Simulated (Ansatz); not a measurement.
SiRu:
```
CELL_PARAMETERS angstrom
      4.73584     0.00000     0.00000
      0.00000     4.73584     0.00000
      0.00000     0.00000     4.73584
ATOMIC_POSITIONS crystal
  Si 0.16244 0.33756 0.66244
  Si 0.33756 0.66244 0.16244
  Si 0.66244 0.16244 0.33756
  Si 0.83756 0.83756 0.83756
  Ru 0.87078 0.62922 0.37078
  Ru 0.62922 0.37078 0.87078
  Ru 0.37078 0.87078 0.62922
  Ru 0.12922 0.12922 0.12922
```

Plane-wave PAW PBE (Ansatz code) gives a gap of 0.22 eV without spin–orbit coupling, maximum on the Γ–X line, 44 % of the way from Γ, minimum off the standard path, at k = (0.000, 0.232, 0.294) in fractions of the reciprocal vectors.

Task: What happens when spin–orbit coupling is switched on?

Result: The gap falls by 0.07 eV, to 0.15 eV; maximum on the Γ–X line, 44 % of the way from Γ, minimum off the standard path, at k = (0.000, 0.299, 0.227) in fractions of the reciprocal vectors.

Task: Give the Z2 indices of the occupied bands with spin–orbit coupling.

Result: 0;(000).

Space group P2_13. The cell was relaxed with PBE under the symmetry of its start. The run is not spin-polarised.

Potentials: the later of the program's two PAW sets.
